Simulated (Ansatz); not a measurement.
The computed numbers are results of PBEsol, scalar-relativistic (collinear spin) in the plane-wave PAW code Ansatz at 420 eV, Γ-centred 10×10×10 mesh, 0.05 eV Gaussian smearing; PAW files: Ansatz's generated set soft_2.

A crystal of composition XSe, relaxed at this level of theory, gives this pattern between 10° and 80°.

Cu Kα1 powder pattern (kinematic, no thermal factors).
2θ (°) (relative intensity): 28.37 (100), 32.88 (15), 47.18 (65), 55.98 (47), 58.70 (4), 68.94 (11), 76.16 (19), 78.51 (6)

Question: Which lattice and cell does the pattern come from?

Answer: Cubic, space group F-43m (No. 216), a = 5.444 Å, b = 5.444 Å, c = 5.444 Å, α = 90.00°, β = 90.00°, γ = 90.00°. The line positions fix the lattice at most, not the space group, and lines under 1 % of the strongest aren't listed; this is the group of the computed cell.

A compound XSe has these computed properties.

* Band gap: zero (metallic)
* Density of states at the Fermi level: 0.67 states/(eV·atom)
* Magnetic state: non-magnetic (the starting moments died out)
* Site spin moments: none
* Formation energy from the elements (0 K, uncorrected): 0.72 eV/atom (unstable against the elements)
* Bulk modulus (Birch–Murnaghan): 159 GPa
* Pressure derivative B0′: 4.9

Sites: X on 4a, Se on 4d.

Question: Which element is X?
A. W
B. Re
C. Pt
D. Os

Answer: D. X is Os, so the compound is OsSe.

This is a trial structure made by placing the elements on a prototype's sites, so it needn't be the stable form.

These numbers lack spin–orbit coupling. The starting moments died out; a magnetic state reached from other starts isn't excluded.
